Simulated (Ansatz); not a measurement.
Relaxed-ion elastic tensor of Ag2O in space group Pn-3m (No. 224; Ag on 4c, O on 2a) in GPa (Voigt order), PBEsol (plane waves, PAW; program Ansatz); density 7.38 g/cm³, 17.37 Å³ per atom.

|  | 1 | 2 | 3 | 4 | 5 | 6 |
|---|---|---|---|---|---|---|
| 1 | 89.1 | 87.0 | 87.0 | 0.0 | 0.0 | 0.0 |
| 2 | 87.0 | 89.1 | 87.0 | 0.0 | 0.0 | 0.0 |
| 3 | 87.0 | 87.0 | 89.1 | 0.0 | 0.0 | 0.0 |
| 4 | 0.0 | 0.0 | 0.0 | -2.1 | 0.0 | 0.0 |
| 5 | 0.0 | 0.0 | 0.0 | 0.0 | -2.1 | 0.0 |
| 6 | 0.0 | 0.0 | 0.0 | 0.0 | 0.0 | -2.1 |

Is the crystal mechanically stable?

No: the smallest eigenvalue of C is -2.1 GPa.

The cell was relaxed with PBEsol under the symmetry of its start. At this level the phase is mechanically unstable. The run is not spin-polarised. As this level gives no gap, shear constants depend on the k-mesh and smearing (Fermi–Dirac, 0.1 eV here).

Potentials: the later of the program's two PAW sets.
